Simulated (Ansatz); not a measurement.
One crystal and one scan (scan of one atom of the cell) at two levels, PBE-D3(BJ) (plane waves to 420 eV, PAW, scalar-relativistic; Ansatz, a first-principles code) and PBEsol-D3(BJ) (plane waves to 420 eV, PAW, scalar-relativistic; Ansatz), each from its own relaxed cell and on its own mesh.

The crystal is BN (h-BN type, space group P6_3/mmc); one N atom of a 4-atom cell moves by s towards the nearest neighbour, with its periodic images.

E stands for the smeared free energy. BN was relaxed with its symmetry unable to fall. Both scans cover s from -0.140 to 0.140 Å.

```csv
quantity,run 1,run 2
Lattice constant a (Å),2.506,2.500
Lattice constant c (Å),6.615,6.412
Relaxed volume (Å³/atom),9.00,8.68
Energy at s = 0.140 Å (meV/cell),468,480
Force along the line at s = -0.140 Å (eV/Å),4.532,4.632
Force constant k = d²E/ds² at s = 0 (finite differences) (eV/Å²),41.19,42.19
```

**Question.** Which run is which level?

**Answer.** Run 1 is PBE-D3(BJ), run 2 is PBEsol-D3(BJ). PBE-D3(BJ) gives the higher value for: lattice constant a; lattice constant c; relaxed volume. PBE-D3(BJ) gives the lower value for: energy at s = 0.140 Å; force along the line at s = -0.140 Å; force constant k = d²E/ds² at s = 0. Both give the same symmetry of the curve: not even: the positive side lies higher at ±0.140 Å.

(A displaced cell: forces are minus the slopes of the energy, force constants its curvatures, and phonons follow from these.)
